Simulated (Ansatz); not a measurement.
Ba$_{2}$NCl:
```cif
data_Ba2ClN
_chemical_formula_sum 'Ba2 N1 Cl1'
_space_group_name_H-M_alt 'P 1'
_space_group_IT_number 1
_cell_length_a 7.98465
_cell_length_b 7.98465
_cell_length_c 7.98465
_cell_angle_alpha 29.774
_cell_angle_beta 29.774
_cell_angle_gamma 29.774
loop_
_space_group_symop_operation_xyz
  'x, y, z'
loop_
_atom_site_label
_atom_site_type_symbol
_atom_site_fract_x
_atom_site_fract_y
_atom_site_fract_z
_atom_site_occupancy
Ba1 Ba 0.23104 0.23104 0.23104 1
Ba2 Ba 0.76896 0.76896 0.76896 1
N1 N 0.50000 0.50000 0.50000 1
Cl1 Cl 0.00000 0.00000 0.00000 1
```

Relaxed with r²SCAN. The program Ansatz at the r²SCAN level (PAW) gives a gap of 1.26 eV.

Task: What gap does HSE06 give on the same cell (Ansatz, PAW)?

Result: 1.94 eV, 0.68 eV more. The hybrid was solved on a coarser mesh and at special points; its gap is the smallest among all of these.

Cost on shared cores: the r²SCAN run (SCF on a 8×8×8 mesh, then bands and DOS) around 100 core-seconds (rough), the HSE06 run (SCF on 6×6×6, then a few points) roughly 5 core-minutes; the tasks are unlike.

Space group R-3m. The first step of the workflow began from a Materials Project structure, measured or hypothetical; the Crystallography Open Database copy checked does not list it. Its standing as an ambient phase is unchecked. The r²SCAN relaxation kept the symmetry of its start; its stability against distortions is not shown here. Scalar-relativistic: spin–orbit coupling is off unless named, which matters more the heavier the elements.

Potentials: the later of the program's two PAW sets.
